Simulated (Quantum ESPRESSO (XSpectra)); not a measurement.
Quantum ESPRESSO (XSpectra) run for X-ray absorption at the S K edge of Sb₂S₃ (Pnma). Geometry: Materials Project entry mp-2809 (a computed structure). The cell is the entry's, not relaxed again. The ground-state test found a gap, so occupations are fixed and the excited electron is left out (charged cell on a uniform background); energies count from the highest occupied level. pw.x input:

```
&CONTROL
  calculation = 'scf'
  prefix = 'x'
  pseudo_dir = './pseudo'
  outdir = './out'
/
&SYSTEM
  ibrav = 0
  nat = 40
  ntyp = 3
  ecutwfc = 67
  input_dft = 'PZ'
  tot_charge = 1
  occupations = 'fixed'
/
&ELECTRONS
  conv_thr = 4.0e-07
  mixing_beta = 0.4
/
ATOMIC_SPECIES
Sh 32.060 S.lda-tm-gipaw-star1s.UPF
Sb 121.760 Sb.upf
S 32.060 S.lda-tm-gipaw.UPF
CELL_PARAMETERS angstrom
   0.000000000    7.689460000    0.000000000
   0.000000000    0.000000000   11.367140000
  11.800120000    0.000000000    0.000000000
ATOMIC_POSITIONS crystal
Sb     0.375000000    0.465580000    0.857350000
Sb     0.875000000    0.465580000    0.857350000
Sb     0.125000000    0.534420000    0.142650000
Sb     0.625000000    0.534420000    0.142650000
Sb     0.125000000    0.965580000    0.642650000
Sb     0.625000000    0.965580000    0.642650000
Sb     0.375000000    0.034420000    0.357350000
Sb     0.875000000    0.034420000    0.357350000
Sb     0.125000000    0.173080000    0.966940000
Sb     0.625000000    0.173080000    0.966940000
Sb     0.375000000    0.826920000    0.033060000
Sb     0.875000000    0.826920000    0.033060000
Sb     0.375000000    0.673080000    0.533060000
Sb     0.875000000    0.673080000    0.533060000
Sb     0.125000000    0.326920000    0.466940000
Sb     0.625000000    0.326920000    0.466940000
S      0.375000000    0.061470000    0.875930000
S      0.875000000    0.061470000    0.875930000
S      0.125000000    0.938530000    0.124070000
S      0.625000000    0.938530000    0.124070000
S      0.125000000    0.561470000    0.624070000
S      0.625000000    0.561470000    0.624070000
S      0.375000000    0.438530000    0.375930000
S      0.875000000    0.438530000    0.375930000
Sh     0.375000000    0.379230000    0.048540000
S      0.875000000    0.379230000    0.048540000
S      0.125000000    0.620770000    0.951460000
S      0.625000000    0.620770000    0.951460000
S      0.125000000    0.879230000    0.451460000
S      0.625000000    0.879230000    0.451460000
S      0.375000000    0.120770000    0.548540000
S      0.875000000    0.120770000    0.548540000
S      0.125000000    0.188550000    0.300250000
S      0.625000000    0.188550000    0.300250000
S      0.375000000    0.811450000    0.699750000
S      0.875000000    0.811450000    0.699750000
S      0.375000000    0.688550000    0.199750000
S      0.875000000    0.688550000    0.199750000
S      0.125000000    0.311450000    0.800250000
S      0.625000000    0.311450000    0.800250000
K_POINTS automatic
2 1 1 0 0 0
```

xspectra.x input:

```
&input_xspectra
  calculation = 'xanes_dipole'
  edge = 'K'
  prefix = 'x'
  outdir = './out'
  xonly_plot = .false.
  xiabs = 1
  xcoordcrys = .false.
  xepsilon(1) = 1.0
  xepsilon(2) = 0.0
  xepsilon(3) = 0.0
  xniter = 1500
  xcheck_conv = 50
  xerror = 0.002
  x_save_file = 'x0.sav'
/
&plot
  xnepoint = 451
  xemin = -5.0
  xemax = 40.0
  xgamma = 0.7
  terminator = .true.
  cut_occ_states = .true.
/
&pseudos
  filecore = 'core.wfc'
/
&cut_occ
  cut_desmooth = 0.1
  cut_stepl = 0.01
  cut_ierror = 1e-6
/
3 2 2 1 1 1
```

End of the pw.x output:

```
    -5.5293  -5.4990  -5.3165  -5.3061  -5.2166  -5.2122  -5.1502  -5.1492
    -3.0307  -2.8349  -2.5139  -2.5036  -2.2868  -2.1043  -1.8691  -1.7931
    -1.7928  -1.7675  -1.5029  -1.4940  -1.1526  -0.9353  -0.6156  -0.6131
     0.7921   1.0159   1.1491   1.5906   1.6946   1.8386   1.8415   1.9463
     1.9756   2.0047   2.1469   2.2465   2.3014   2.3426   2.3560   2.4358
     2.5709   2.6511   2.7550   2.8281   2.9193   2.9273   3.0653   3.1191
     3.1683   3.2520   3.2942   3.4349   3.4554   3.4593   3.5564   3.6741
     3.7366   3.7571   3.7882   3.8740   3.8781   3.9937   4.0462   4.3028
     4.3716   4.4758   4.4911   4.6416   4.7043   4.7057   4.7812   4.9118
     4.9442   4.9675   5.0374   5.0955   5.3110   5.3313   5.4248   5.4415
     5.4530   5.4574   5.5015   5.5532   5.5605   5.6563   5.6829   5.7172
     5.7828   5.7865   5.9311   5.9748   6.0720   6.0786   6.1816   6.1873

     highest occupied level (ev):     6.3871

!    total energy              =   -3553.88082288 Ry
     estimated scf accuracy    <       0.00000040 Ry

     The total energy is the sum of the following terms:
     one-electron contribution =   -1544.31669931 Ry
     hartree contribution      =     944.47357457 Ry
     xc contribution           =    -979.67351288 Ry
     ewald contribution        =   -1974.36418525 Ry

     convergence has been achieved in  15 iterations

     XML data file, charge density, pseudopotentials, collected wavefunctions
```

xspectra.x output, shortened:

```
... Begin STEP 1 ...

        Radial transition matrix element(s) used in the calculation of the
        initial vector of the Lanczos basis (|tilde{phi}_abs> normalized)
        | For PAW proj. (l=1) #1: radial matrix element =   0.021522235
        | For PAW proj. (l=1) #2: radial matrix element =   0.027641906

NB: the     3 k-point are not all listed below because npool=  4
        |-------------------------------------------------------------
        ! k-point #     1:  ( 0.1629,  0.1667,  0.1691),  0.1667,   1
        |-------------------------------------------------------------
 okvan= F
        |   Norm of the initial Lanczos vector: 0.16553635E-01
        !   => CONVERGED at iter    550 with error=  0.00105499
        |-------------------------------------------------------------
        ! k-point #     2:  ( 0.4887,  0.1667,  0.1691),  0.1667,   1
        |-------------------------------------------------------------
 okvan= F
        |   Norm of the initial Lanczos vector: 0.16553635E-01
        !   => CONVERGED at iter    500 with error=  0.00170596
        |-------------------------------------------------------------
        ! k-point #     3:  ( 0.1629,  0.1667,  0.5073),  0.1667,   1
        |-------------------------------------------------------------
 okvan= F
        |   Norm of the initial Lanczos vector: 0.16553635E-01
        !   => CONVERGED at iter    500 with error=  0.00170675

     Results of STEP 1 successfully written in x_save_file
     x_save_
        ...
... Begin STEP 2 ...

     The spectrum is calculated using the following parameters:
        energy-zero of the spectrum [eV]:    6.3871
        the occupied states are elimintate from the spectrum
        xemin [eV]:  -5.00
        xemax [eV]:  40.00
        xnepoint:  451
        constant broadening parameter [eV]:    0.700
        Core level energy [eV]:  -2472.
         (from electron binding energy of neutral atoms in X-ray data booklet)

     Cross-section successfully written in xanes.dat

     ... End STEP 2 ...

     xanes        :    330.35s CPU    331.57s WALL (       1 calls)

     -------------------------------------------------------------------------
                                END JOB XSpectra
     -------------------------------------------------------------------------
```

xanes.dat for the field along x, every fifth line (energy in eV, cross section):

```
   -5.000   1.9200e-04
   -4.500   2.1580e-04
   -4.000   2.4510e-04
   -3.500   2.8190e-04
   -3.000   3.2910e-04
   -2.500   3.9150e-04
   -2.000   4.7680e-04
   -1.500   5.9820e-04
   -1.000   7.8120e-04
   -0.500   1.0780e-03
    0.000   1.5990e-03
    0.500   2.6460e-03
    1.000   4.8470e-03
    1.500   7.7240e-03
    2.000   8.0530e-03
    2.500   7.5140e-03
    3.000   6.8160e-03
    3.500   6.1880e-03
    4.000   5.2510e-03
    4.500   4.2980e-03
    5.000   3.3460e-03
    5.500   2.7710e-03
    6.000   2.6400e-03
    6.500   2.7940e-03
    7.000   3.0790e-03
    7.500   3.0940e-03
    8.000   3.0630e-03
    8.500   3.1540e-03
    9.000   3.1890e-03
    9.500   3.1210e-03
   10.000   3.0180e-03
   10.500   2.8840e-03
   11.000   2.7710e-03
   11.500   2.7470e-03
   12.000   2.7720e-03
   12.500   2.8960e-03
   13.000   2.8520e-03
   13.500   2.7620e-03
   14.000   2.8520e-03
   14.500   3.0720e-03
   15.000   3.2350e-03
   15.500   3.3490e-03
   16.000   3.5690e-03
   16.500   3.8890e-03
   17.000   3.9390e-03
   17.500   3.7300e-03
   18.000   3.6160e-03
   18.500   3.5970e-03
   19.000   3.5530e-03
   19.500   3.5340e-03
   20.000   3.4620e-03
   20.500   3.3510e-03
   21.000   3.3050e-03
   21.500   3.2930e-03
   22.000   3.2720e-03
   22.500   3.2450e-03
   23.000   3.3720e-03
   23.500   3.5040e-03
   24.000   3.5860e-03
   24.500   3.5280e-03
   25.000   3.3700e-03
   25.500   3.4060e-03
   26.000   3.4600e-03
   26.500   3.5360e-03
   27.000   3.6860e-03
   27.500   3.8430e-03
   28.000   4.0240e-03
   28.500   4.0820e-03
   29.000   3.9200e-03
   29.500   3.7700e-03
   30.000   3.7590e-03
   30.500   3.8020e-03
   31.000   3.7940e-03
   31.500   3.7120e-03
   32.000   3.6760e-03
   32.500   3.6290e-03
   33.000   3.5430e-03
   33.500   3.4520e-03
   34.000   3.3270e-03
   34.500   3.2990e-03
   35.000   3.2090e-03
   35.500   3.0060e-03
   36.000   3.0000e-03
   36.500   3.0160e-03
   37.000   2.8560e-03
   37.500   2.7990e-03
   38.000   2.8000e-03
   38.500   2.7290e-03
   39.000   2.6530e-03
   39.500   2.5440e-03
   40.000   2.4400e-03
```
